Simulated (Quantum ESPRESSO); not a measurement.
## Band energies of GaN at +1 % isotropic strain

```
GaN
1.0
    3.21564     0.00000     0.00000
   -1.60782     2.78482     0.00000
    0.00000     0.00000     5.23856
N Ga
2 2
Direct
  0.66667   0.33333   0.87582
  0.33333   0.66667   0.37582
  0.66667   0.33333   0.49918
  0.33333   0.66667   0.99918
```

PBE (stringent potentials; Quantum ESPRESSO, PseudoDojo norm-conserving, 114 Ry, no spin-orbit coupling); path ΓMKΓALHA,LM,KH; energies in eV from the valence-band maximum.

```csv
k (1/Å),point,band 22,band 23,band 24,band 25,band 26,band 27,band 28,band 29
0.00,Γ,-0.99,-0.99,-0.04,0.00,0.00,1.76,4.12,9.04
0.68,,-4.48,-3.47,-2.15,-0.98,-0.63,4.55,5.73,6.91
1.13,M,-5.18,-4.07,-2.64,-2.11,-0.96,5.02,5.42,6.00
1.35,,-5.13,-4.01,-3.11,-2.18,-1.41,5.78,5.78,5.97
1.78,K,-5.24,-5.09,-2.87,-2.87,-2.62,5.20,7.58,7.58
2.00,,-5.22,-4.33,-3.57,-2.32,-2.20,5.46,6.93,7.76
2.65,,-2.86,-2.33,-1.50,-0.43,-0.40,3.63,5.76,8.12
3.08,Γ,-0.99,-0.99,-0.04,0.00,0.00,1.76,4.12,9.04
3.32,,-1.12,-0.90,-0.90,-0.10,-0.10,2.67,4.19,8.78
3.68,A,-3.79,-0.51,-0.51,-0.51,-0.51,4.10,4.10,8.35
3.99,,-3.87,-1.33,-1.33,-0.78,-0.78,4.82,4.82,7.79
4.60,,-6.07,-1.90,-1.90,-1.77,-1.77,4.50,4.50,7.65
4.81,L,-6.44,-1.87,-1.87,-1.83,-1.83,4.35,4.35,7.62
5.24,,-6.14,-3.57,-3.57,-1.47,-1.47,5.73,5.73,7.79
5.46,H,-6.02,-4.04,-4.04,-1.42,-1.42,6.28,6.28,7.27
5.81,,-5.77,-3.18,-3.18,-1.60,-1.60,5.73,5.73,7.85
6.33,,-4.06,-1.71,-1.71,-1.11,-1.11,5.23,5.23,7.51
6.76,A,-3.79,-0.51,-0.51,-0.51,-0.51,4.10,4.10,8.35
6.76,L,-6.44,-1.87,-1.87,-1.83,-1.83,4.35,4.35,7.62
7.36,M,-5.18,-4.07,-2.64,-2.11,-0.96,5.02,5.42,6.00
7.36,K,-5.24,-5.09,-2.87,-2.87,-2.62,5.20,7.58,7.58
7.96,H,-6.02,-4.04,-4.04,-1.42,-1.42,6.28,6.28,7.27
```

The PBE gap is direct, 1.76 eV at Γ.

Spin-orbit splittings are left out.

Geometry strained from the cell relaxed with PBEsol, atoms relaxed again.
